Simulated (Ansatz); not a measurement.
**Zone-centre phonons of CaGe$_{2}$Pd$_{2}$: input and output**

These are results of Ansatz, DFT PBEsol, scalar-relativistic, plane waves, PAW, not measurements.

Launched with:
```bash
ansatz run input.yaml --threads 2 --pin off --max-ram 7168MiB --backend cpu --events-out ev --progress --plain --runs-dir out
```

Input (bare energies are in eV):
```yaml
crystal:
  lattice:
    - [-2.1303454, 2.1303454, 5.0659974358]
    - [2.1303454, -2.1303454, 5.0659974358]
    - [2.1303454, 2.1303454, -5.0659974358]
  atoms:
    - { symbol: Ca, position: [0.0, 0.0, 0.0] }
    - { symbol: Ge, position: [0.3768941179, 0.3768941179, 0.0] }
    - { symbol: Ge, position: [0.6231058821, 0.6231058821, 0.0] }
    - { symbol: Pd, position: [0.75, 0.25, 0.5] }
    - { symbol: Pd, position: [0.25, 0.75, 0.5] }
basis:
  ecutwfc: 420
kpoints:
  mp_grid: { grid: [12, 12, 12] }
hamiltonian:
  xc: pbesol
scf:
  occupations: { method: fermi_dirac, width: 0.15 }
output:
  eigenvalues: true
phonons:
  method: dfpt
  eigenvectors: true
```

Results section of the output:
```
--- Phonons (Γ-DFPT): 6 representative perturbations + reference, on 280 of 1728 k-points (Σ response iterations 22) ---
  k mesh reduced under 4 symmetry operations, with k and −k counted as one. Each operation leaves every solved displacement unchanged or reverses it
  ASR residual: 2.657e-4 → 0.000e0 eV/Å²; symmetrization residual: 1.008e-5 eV/Å²
  ASR residual per site (eV/Å²): 1.80e-4 2.60e-5 2.60e-5 2.66e-4 2.66e-4
  Γ frequencies (cm⁻¹): 0.00 0.00 0.00 79.52 79.52 111.48 143.66 143.66 158.13 190.71 210.16 210.16 211.56 211.56 234.70
  non-analytic LO–TO correction: not included (Born effective charges unavailable; polar crystals: no LO–TO splitting at Γ)
```

The run took 7.6 min on 2 threads of Intel(R) Xeon(R) Platinum 8223CL CPU @ 3.00GHz (Skylake/Cascade Lake) (shared host), peak memory 3.4 GiB.

In a metal, frequencies and elastic constants depend on the k mesh and the smearing, soft modes and shear constants most.